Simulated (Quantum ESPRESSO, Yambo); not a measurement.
MgTe (wurtzite, space group P6_3mc, No. 186). Cell and atoms were relaxed with PBEsol from Materials Project entry mp-1039, within its symmetry. Chain: PBE (Quantum ESPRESSO, PseudoDojo norm-conserving, 84 Ry, scalar-relativistic); G0W0 in Yambo (3×3×2 Γ-centred k mesh, bands 17 to 450 and a 12 Ry block in the screening, 450 bands in G with the Bruneval-Gonze terminator, plasmon pole fitted at 27.2 eV, 107 Ry wavefunctions); BSE (6×6×4 mesh, 6 valence and 10 conduction bands, static screening with 76 bands and a 4 Ry block, scissor 1.32 eV, Tamm-Dancoff).

```yaml
PBE gap (dense path): 2.49 eV
PBE gap Γ → Γ on the GW mesh: 2.50 eV
PBE smallest direct gap on the GW mesh, at Γ: 2.50 eV
G0W0 direct gap at that point: 3.81 eV
G0W0 correction to the gap Γ → Γ: 1.32 eV
lowest_exciton: no binding energy given (see below)
```

Rough cost of the Yambo steps against G0W0 for 8 states: BSE within a factor of two.

Nearest settings tried, and what they do to the gap: 242 bands in G: -2 meV; 242 bands in W, 242 bands in G: -44 meV; 7 Ry block (299 vectors against 627): -34 meV. Not varied: mesh. So the settings aren't converged at that level. The k mesh is coarse. The BSE states are vertical excitations (zero momentum). The lowest state covers only about 1 of the 144 k points, so the mesh doesn't resolve it: its energy and its distance from the direct gap are mesh artefacts. An extended exciton needs a far denser mesh. Axes are Cartesian, with cell vectors (Å) (4.56, 0.00, 0.00), (-2.28, 3.95, 0.00), (0.00, 0.00, 7.40).

Spin-orbit coupling is left out, which matters for elements this heavy: edges can move by tenths of an eV.

Bands and orbitals come from the standard potentials; the scissor and the G0W0 gaps come from a run at the same geometry on the stringent ones, which hold whole semicore shells in the valence.
